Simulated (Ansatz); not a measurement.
## How the vibrations of TiPd change with volume

All numbers below come from Ansatz, DFT LDA, scalar-relativistic, plane waves, PAW. Settings: 420 eV plane-wave cutoff, Γ-centred 14×14×14 mesh, Fermi-Dirac smearing of 0.15 eV. No spin polarisation. Phonons by linear response, acoustic sum rule imposed.

Relaxed structure:
```xyz
2
Lattice="3.1045 0.0000 0.0000 0.0000 3.1045 0.0000 0.0000 0.0000 3.1045" Properties=species:S:1:pos:R:3 pbc="T T T"
Ti    1.5523    1.5523    1.5523
Pd    0.0000    0.0000    0.0000
```

In a metal, frequencies depend on the k mesh and the smearing, soft modes most.

Cells at 0.98 and 1.02 times the equilibrium volume were relaxed in shape and atoms; γ = −d ln ν / d ln V, modes matched by rank.

(1) Give the optical frequencies at Γ (cm⁻¹) at the three volumes and the mode Grüneisen parameters.

(2) What pressures hold the two strained cells, and what bulk modulus follows?

Answers

(1)
```
0.98 V    V  1.02 V     γ  degeneracy
   183  173     162  3.03           3
```

(2) 3.83 GPa at 0.98 V and -3.44 GPa at 1.02 V, so B = −dP/d ln V ≈ 182 GPa.